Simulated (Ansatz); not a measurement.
TiO2:
```
TiO2
1.0
   -1.86967     1.86967     4.72771
    1.86967    -1.86967     4.72771
    1.86967     1.86967    -4.72771
Ti O
2 4
Direct
  0.50000   0.50000   0.00000
  0.25000   0.75000   0.50000
  0.29202   0.29202   0.00000
  0.04202   0.54202   0.50000
  0.45798   0.95798   0.50000
  0.70798   0.70798   0.00000
```

Cartesian axes are those of the cell as given.

Task: Give the high-frequency dielectric tensor and the Born effective charge tensors of the independent atoms from DFPT, DFT-LDA in the program Ansatz with PAW potentials.

Result: 
ε∞:
```
6.87  0.00  0.00
0.00  6.87  0.00
0.00  0.00  6.27
```
Z* of atom 1 (Ti), rows: field, columns: displacement, in e:
```
6.56  0.00  0.00
0.00  6.56  0.00
0.00  0.00  5.72
```
Z* of atom 3 (O), rows: field, columns: displacement, in e:
```
-5.43   0.00   0.00
 0.00  -1.13   0.00
 0.00   0.00  -2.86
```

Space group I4_1/amd (anatase). Symmetry was held in the LDA relaxation. No spin polarisation was allowed.

Potentials: the later of the program's two PAW sets.
